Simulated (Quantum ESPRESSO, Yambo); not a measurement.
MgTe (wurtzite, space group P6_3mc, No. 186): one geometry, one set of PBE (stringent potentials; Quantum ESPRESSO, PseudoDojo norm-conserving, 107 Ry, scalar-relativistic) orbitals, self-energies from Yambo (3×3×2 Γ-centred k mesh, bands 17 to 450 and a 12 Ry block in the screening, 450 bands in G with the Bruneval-Gonze terminator, plasmon pole fitted at 27.2 eV).

```json
[
 {"level": "PBE (Quantum ESPRESSO)", "gap Γ → Γ (eV)": "2.50"},
 {"level": "exchange only (Hartree-Fock self-energy on PBE orbitals)", "gap Γ → Γ (eV)": "8.47"},
 {"level": "static COHSEX@PBE", "gap Γ → Γ (eV)": "…"},
 {"level": "G0W0@PBE, plasmon pole", "gap Γ → Γ (eV)": "…"}
]
```

Problem. What belongs in the gaps?

Solution. 
- static COHSEX@PBE, gap Γ → Γ (eV): 4.61
- G0W0@PBE, plasmon pole, gap Γ → Γ (eV): 3.81

Bare exchange has no screening and gives the widest gap; static COHSEX screens it but leaves out the frequency dependence, which G0W0 restores.

Nearest settings tried, and what they do to the gap: 242 bands in G: -2 meV; 242 bands in W, 242 bands in G: -44 meV; 7 Ry block (299 vectors against 627): -34 meV. Not varied: mesh. So the settings aren't converged at that level. The k mesh is coarse.

Spin-orbit coupling is not included.

Geometry relaxed with PBEsol; primitive cell a = b = 4.5626 Å, c = 7.4041 Å, α = β = 90.00°, γ = 120.00°.
